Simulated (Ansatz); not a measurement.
Zone-centre phonons of SbSe: input and output

All numbers below come from DFT PBE, scalar-relativistic, plane waves, PAW in Ansatz 0.2.0.

It can be run as:
```bash
ansatz run input.yaml --threads 1 --pin off --backend cpu --events-out ev --progress --plain --runs-dir out  # memory cap (--max-ram) not shown
```

Input (bare energies are in eV):
```yaml
crystal:
  lattice:
    - [0.0, 3.0015686897, 3.0015686897]
    - [3.0015686897, 0.0, 3.0015686897]
    - [3.0015686897, 3.0015686897, 0.0]
  atoms:
    - { symbol: Sb, position: [0.0, 0.0, 0.0] }
    - { symbol: Se, position: [0.5, 0.5, 0.5] }
basis:
  ecutwfc: 420
kpoints:
  mp_grid: { grid: [12, 12, 12] }
hamiltonian:
  xc: pbe
scf:
  occupations: { method: fermi_dirac, width: 0.15 }
output:
  eigenvalues: true
phonons:
  method: dfpt
  eigenvectors: true
```

Results section of the output:
```
--- Phonons (Γ-DFPT): 2 representative perturbations + reference, on 163 of 1728 k-points (Σ response iterations 6) ---
  k mesh reduced under 8 symmetry operations, with k and −k counted as one. Each operation leaves every solved perturbation unchanged. A smaller set is not used because it would not reduce the number of displacements ...
  ASR residual: 1.915e-4 → 0.000e0 eV/Å²; symmetrization residual: 8.142e-6 eV/Å²
  ASR residual per site (eV/Å²): 1.29e-4 1.92e-4
  Γ frequencies (cm⁻¹): 0.00 0.00 0.00 107.12 107.12 107.12
  non-analytic LO–TO correction: not included (Born effective charges unavailable; polar crystals: no LO–TO splitting at Γ)
```

The cell was built by swapping an element in a database structure (itself possibly hypothetical) and relaxing; it need not be the stable form of this composition. In a metal, frequencies and elastic constants depend on the k mesh and the smearing, soft modes and shear constants most. Spin polarisation was left out, and a magnetic state may lie lower.